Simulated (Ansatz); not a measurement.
Theory: DFT PBE, scalar-relativistic, plane waves, PAW (Ansatz). All cells share a 420 eV cutoff and Γ-centred k meshes spaced at most about 0.3 Å⁻¹ (about 0.25 or finer for metals, 2π included). No spin polarisation in the final relaxations.

Each of these unrelaxed guesses is relaxed in cell and atoms within its symmetry. A guess keeps its type if space group and coordination stay and the shape of the cell changes little (axis ratios within about 15 %, angles within 6°); the volume may change.

1. Ca2Ir

```
CELL_PARAMETERS angstrom
1.65722 0.95680 5.57347
-1.65722 0.95680 5.57347
0.00000 -1.91360 5.57347
ATOMIC_POSITIONS crystal
Ca 0.25000 0.25000 0.25000
Ca 0.75000 0.75000 0.75000
Ir 0.00000 0.00000 0.00000
```

2. BeAl

```
CELL_PARAMETERS angstrom
2.73911 0.00000 0.00000
-1.36956 2.37214 0.00000
0.00000 0.00000 3.81534
ATOMIC_POSITIONS crystal
Be 0.00000 0.00000 0.00000
Al 0.33333 0.66667 0.50000
```

Question: Which guesses survive the relaxation?

Answer: Guess 2 keeps its type.

| guess | kept | start group | end group | V start (Å³/atom) | V end | b/a and c/a, end over start | nearest neighbours start | nearest neighbours end |
| --- | --- | --- | --- | --- | --- | --- | --- | --- |
| 1 | no | R-3m | Fm-3m | 17.7 | 27.1 | - | Ca 3, Ir 6 | Ca 4, Ir 8 |
| 2 | yes | P-6m2 | P-6m2 | 12.4 | 12.8 | 1.00, 1.06 | Al 12, Be 12 | Al 12, Be 12 |

Neighbours count within 15 % of an atom's shortest distance; end groups are read at 0.02 Å (0.05 Å in metals).

Spin–orbit coupling, which can matter for Ir, is left out. Cells relaxed within their symmetry can be saddle points.
